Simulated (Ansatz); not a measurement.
SrCl$_{2}$:
```
SrCl2
1.0
    0.00000     3.49746     3.49746
    3.49746     0.00000     3.49746
    3.49746     3.49746     0.00000
Sr Cl
1 2
Direct
  0.00000   0.00000   0.00000
  0.25000   0.25000   0.25000
  0.75000   0.75000   0.75000
```

Relaxed with r²SCAN. Special points in fractions of this cell's reciprocal vectors: Γ (0.000, 0.000, 0.000); X (0.500, 0.000, 0.500); U (0.625, 0.250, 0.625); K (0.375, 0.375, 0.750); L (0.500, 0.500, 0.500); W (0.500, 0.250, 0.750).

Q: List the band energies nearest the valence-band maximum at these points for the program Ansatz at the r²SCAN level (PAW).

A: In eV from the valence-band maximum; about four levels below and three above (degenerate sets whole), none deeper than 8.9 eV; points with the same levels are listed once.

| k | below | above |
|---|---|---|
| Γ | -2.12 -2.12 -2.12 -0.34 -0.34 -0.34 | 5.94 6.70 6.70 |
| X | -1.90 -1.90 -0.39 -0.39 0.00 | 5.99 7.79 8.24 |
| U | -1.73 -0.70 -0.53 -0.11 | 6.44 7.85 7.94 |
| L | -1.47 -1.33 -1.05 -1.05 | 7.31 7.31 8.20 |
| W | -1.21 -1.21 -0.30 -0.11 | 6.69 7.63 7.94 7.94 |

Space group Fm-3m (fluorite). The r²SCAN relaxation kept the symmetry of its start; phonons on a q-mesh show no instability. Scalar-relativistic: spin–orbit coupling is off unless named, which matters more the heavier the elements.

Potentials: the later of the program's two PAW sets.
